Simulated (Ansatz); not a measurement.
Here is the system:

SrO (rock salt, Fm-3m), a = b = c = 5.0643 Å, α = β = γ = 90.00°; the cell used has 2 atoms.

This is the LDA-relaxed structure.

Problem. All from LDA in the plane-wave PAW code Ansatz, unless another level is named. Predict the Hill bulk and shear moduli.

Solution. 104 and 64.0 GPa.

Problem. Predict the elastic constants (relaxed ions, GPa).

Solution. C11 = 209, C12 = 52.1, C44 = 55.9.

The cell was relaxed with LDA under the symmetry of its start; phonons on a q-mesh show no instability.

Potentials: the later of the program's two PAW sets.
